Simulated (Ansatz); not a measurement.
Pd (fcc, Cu type)

```
CELL_PARAMETERS angstrom
      0.00000     1.93787     1.93787
      1.93787     0.00000     1.93787
      1.93787     1.93787     0.00000
ATOMIC_POSITIONS crystal
  Pd 0.00000 0.00000 0.00000
```

The slice is a {110} plane (indices of the conventional cell) through the point (0.000, 0.000, 0.000) (fractional), spanned by u = [100] and v = [1 -1 -1] in vectors of this cell: u (2.74 Å) and v (3.88 Å, at 90° to u). It covers one period; positions are fractions (u, v).

Computed with PBEsol (plane waves to 420 eV, PAW, scalar-relativistic; Ansatz, a quantum-chemistry and plane-wave program). k mesh 21×21×21. These are valence fields of a PAW run, semicore shells included where kept as valence: close to a nucleus they are smooth pseudo fields. Pd is run without spin polarisation. Pd was relaxed with its symmetry unable to fall.

**Question.** What is the ELF at the midpoint of the shortest Pd–Pd line in this plane (2.74 Å)?

**Answer.** 0.21.

**Question.** What is the valence density on the shortest Pd–Pd line in this plane (2.74 Å), at its midpoint?

**Answer.** 0.31 e/Å³.

**Question.** Predict the map of the valence electron density on the slice.

**Answer.** 
```
|9999997755332211223355779999|
|9999886644331111113344668899|
|8877775533221111112233557777|
|6655443322111111111122334455|
|3333332211111111111111223333|
|2222111111111111111111111122|
|1100001111111111111111110000|
|0000000011111111111111000000|
|0000000011111111111111000000|
|0000000011111111111111000000|
|0000000011111111111111000000|
|0000000011111111111111000000|
|1100001111111111111111110000|
|2222111111111111111111111122|
|3333332211111111111111223333|
|6655443322111111111122334455|
|8877775533221111112233557777|
|9999886644331111113344668899|
|9999997755332211223355779999|
|9999998866332211223366889999|
```
Scale: ten equal steps from -0.88 (start of '0') to 1.14 (end of '9'), in the order '0123456789'. Values: log₁₀ of the valence density in e/Å³. The map has 14 points along u (two characters each, u = 0 at the left) and 20 along v (v = 0 in the bottom row). The scale is logarithmic, as a density can span decades between atoms and voids.
